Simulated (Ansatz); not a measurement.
Collinear states of K3Ge

All numbers below come from DFT PBE, scalar-relativistic, plane waves, PAW (Ansatz 0.2.0).

```
K Ge
1.0
     0.00000    4.31101    4.31101
     4.31101    0.00000    4.31101
     4.31101    4.31101    0.00000
K Ge
3 1
Direct
  0.25000 0.25000 0.25000
  0.75000 0.75000 0.75000
  0.50000 0.50000 0.50000
  0.00000 0.00000 0.00000
```

```
plane-wave cutoff                               : 420 eV
Γ-centred k-mesh                                : 8×8×8
occupation rule                                 : Gaussian smearing, 0.1 eV
list of starting moments (μB, in atom order)    : 0 0 0 1
check for lower electronic states after the SCF : off
```

Each order was relaxed in cell and atoms. A propagation vector, in units of the reciprocal vectors, doubles the cell, which takes an equally dense mesh. Site moments are spin moments in atom-centred spheres that scale with the neighbour distance. The states are those that the runs reached from these starts; a lower one can exist.

Starts tried: no spin; ferromagnetic; antiferromagnetic, doubled cell, propagation vector (0, 0, 1/2). Which state comes out lowest, and what are the moments?

The lowest state is ferromagnetic, reached from the start “ferromagnetic”, with site moments (μB) Ge +0.61.

| start | ends | energy above lowest (meV/atom) | site moments (μB) | gap on mesh (eV) | volume (Å³/atom) |
| --- | --- | --- | --- | --- | --- |
| no spin | non-magnetic | 22.0 | none over 0.05 | metal | 40.13 |
| ferromagnetic | ferromagnetic | 0.00 | Ge +0.61 | metal | 40.13 |
| antiferromagnetic, doubled cell, propagation vector (0, 0, 1/2) | antiferromagnetic | 7.95 | Ge +0.50, Ge -0.50 | metal | 40.30 |

Cost: 3 runs of about 3.9 core-minutes in all, on Arm Neoverse V2 (shared hosts).